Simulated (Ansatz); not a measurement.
Generalised stacking fault of ZnSe (zinc blende) on the {111} plane, shuffle cut. The cell below holds the perfect crystal with the plane normal along z; tilting its third vector by the shift puts one fault into each cell, between planes 2.48 Å apart, at fixed cell height.

```yaml
crystal:
  lattice:
    - [4.05385, 0.00000, 0.00000]
    - [2.02692, 3.51073, 0.00000]
    - [0.00000, 0.00000, 9.92986]
  atoms:
    - { symbol: Se, position: [0.66667, 0.66667, 0.87500] }
    - { symbol: Se, position: [0.33333, 0.33333, 0.20833] }
    - { symbol: Se, position: [0.00000, 0.00000, 0.54167] }
    - { symbol: Zn, position: [0.00000, 0.00000, 0.79167] }
    - { symbol: Zn, position: [0.66667, 0.66667, 0.12500] }
    - { symbol: Zn, position: [0.33333, 0.33333, 0.45833] }
```

In-plane vectors a = (4.054, 0.000) Å, b = (2.027, 3.511) Å, area 14.23 Å². The shift is s times the vector a + b (length 7.021 Å), so s = 1 restores the start. Atoms relax along the normal only. γ = [E(shift) − E(0)] / area.

These are PBE (plane waves to 420 eV, PAW, scalar-relativistic; Ansatz, an electronic-structure program) values and carry that method's errors. k mesh 8×8×3 (Γ-centred), Fermi-Dirac smearing 0.05 eV. E is the zero-smearing estimate. Faults lie only 9.9 Å apart, and holding the cell height raises γ above its relaxed value. ZnSe was relaxed with its symmetry unable to fall. The zero of γ is zero shift.

```
s      γ (mJ/m²)
-----  ---------
0.000          0
0.083        109
0.167        451
0.250   withheld
0.333       1062
0.417        954
0.500        780
0.583        712
0.667        731
0.750        634
0.833        353
0.917         97
```

### Question
Fit a Fourier form (three harmonics of 1 − cos and sin) to the given rows and predict γ at s = 0.250.

### Answer
Least squares on the 11 given rows: γ = (421.7)·[1 − cos(2πs)] + (119.4)·sin(2πs) + (176.6)·[1 − cos(4πs)] + (-66.8)·sin(4πs) + (-36.3)·[1 − cos(6πs)] + (6.0)·sin(6πs), in mJ/m²; root-mean-square residual 5.8 mJ/m². At 0.250 the fit gives 852 mJ/m²; the calculation gives 894 mJ/m², so the interpolation is off by -42 (-4.7 %). 

(The slope of γ gives the shear force per area between the displaced halves; near zero shift its curvature is an elastic stiffness.)
